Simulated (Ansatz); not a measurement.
Relaxed-ion elastic tensor of ZrO$_{2}$ in space group P4_2/nmc (No. 137; Zr on 2a, O on 4d) in GPa (Voigt order), plane-wave PAW PBEsol (Ansatz code); density 6.15 g/cm³, 11.09 Å³ per atom.

|  | 1 | 2 | 3 | 4 | 5 | 6 |
|---|---|---|---|---|---|---|
| 1 | 371 | 224 | 65.3 | 0.0 | 0.0 | 0.0 |
| 2 | 224 | 371 | 65.3 | 0.0 | 0.0 | 0.0 |
| 3 | 65.3 | 65.3 | 307 | 0.0 | 0.0 | 0.0 |
| 4 | 0.0 | 0.0 | 0.0 | 31.6 | 0.0 | 0.0 |
| 5 | 0.0 | 0.0 | 0.0 | 0.0 | 31.6 | 0.0 |
| 6 | 0.0 | 0.0 | 0.0 | 0.0 | 0.0 | 169 |

**Question.** Is the crystal mechanically stable?

**Answer.** Yes: the smallest eigenvalue of C is 31.6 GPa.

**Question.** Work out the Voigt, Reuss and Hill averages.

**Answer.** K_V = 195, K_R = 184, K_H = 190; G_V = 92.7, G_R = 55.9, G_H = 74.3 GPa.

**Question.** Give Young's modulus, Poisson's ratio, Pugh's ratio and the universal anisotropy index.

**Answer.** E = 9KG/(3K + G) = 197 GPa; ν = 0.33; K/G = 2.55 (ductile by the Pugh limit of 1.75); A_U = 5G_V/G_R + K_V/K_R − 6 = 3.35.

**Question.** Estimate the sound speeds and the Debye temperature.

**Answer.** v_l = √((K + 4G/3)/ρ) = 6850 m/s, v_t = √(G/ρ) = 3470 m/s, mean 3890 m/s; Θ = (h/k)(3n/4πV)^(1/3) v_m = 520 K.

**Question.** Solve the Christoffel equation for the three sound speeds along x, y, z.

**Answer.** Eigenvalues of C_ijkl n_j n_l equal ρv². In km/s, slowest first: x 2.27, 5.23, 7.76; y 2.27, 5.23, 7.76; z 2.27, 2.27, 7.07.

**Question.** How much does each axis shrink under pressure?

**Answer.** Linear compressibilities β_i = Σ_j S_ij (j = 1 to 3): x 1.4, y 1.4, z 2.7 per TPa.

This is a known high-temperature phase of the composition, computed here at zero pressure and temperature. Symmetry was held in the PBEsol relaxation; whether a distortion lowers the energy is not shown. The run is not spin-polarised.

Potentials: the earlier of the program's two PAW sets. The files were generated under PBE; for other functionals the program regenerates the frozen cores, and for LDA and PBEsol the local potential too.
